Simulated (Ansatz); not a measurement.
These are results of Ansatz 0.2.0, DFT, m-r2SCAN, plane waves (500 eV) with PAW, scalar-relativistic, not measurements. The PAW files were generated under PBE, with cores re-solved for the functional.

An element in the diamond structure gives this curve. The cell is scaled uniformly from the relaxed one, with fractional coordinates and shape fixed. Energies are extrapolated to zero smearing, pressures are those at the given smearing. Magnetic state: non-magnetic.

```csv
V (Å³/atom),E − E₀ (meV/atom),P (GPa)
17.448,202.6,30.75
18.241,82.9,18.13
19.034,19.1,8.06
19.827,0.0,0.04
20.620,16.3,-6.36
21.413,61.0,-11.44
22.206,128.2,-15.45
```

**Question.** Which element is it?
A. palladium
B. titanium
C. iridium
D. ruthenium

**Answer.** D. Its fit is V₀ = 19.83 Å³/atom, B₀ = 178 GPa, B₀′ = 4.7.

m-r²SCAN is r²SCAN on the gauge-invariant kinetic-energy density; without spin polarisation the two are equal.
